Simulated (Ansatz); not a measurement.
System: Fe, 1 atom in the cell.

Theory: PBE, plane waves, norm-conserving pseudopotentials in Ansatz.

Cutoff 1225 eV; k-mesh 12×12×12 Γ-centred; Fermi–Dirac smearing of 0.1 eV; starting moments Fe1 2.2 μB.

```xyz
1
Lattice="-1.4330 1.4330 1.4330 1.4330 -1.4330 1.4330 1.4330 1.4330 -1.4330" Properties=species:S:1:pos:R:3 pbc="T T T"
Fe    0.0000    0.0000    0.0000
```

(1) Would the cell expand or shrink if it were free to relax?

(2) What net moment does the cell keep?

Results:

(1) The pressure is -6.15 GPa, so at these settings the cell is stretched and would shrink.

(2) 2.25 μB per cell.

The stress includes the program's correction for the finite plane-wave basis.

The k-mesh is modest, so these values aren't fully converged in k.
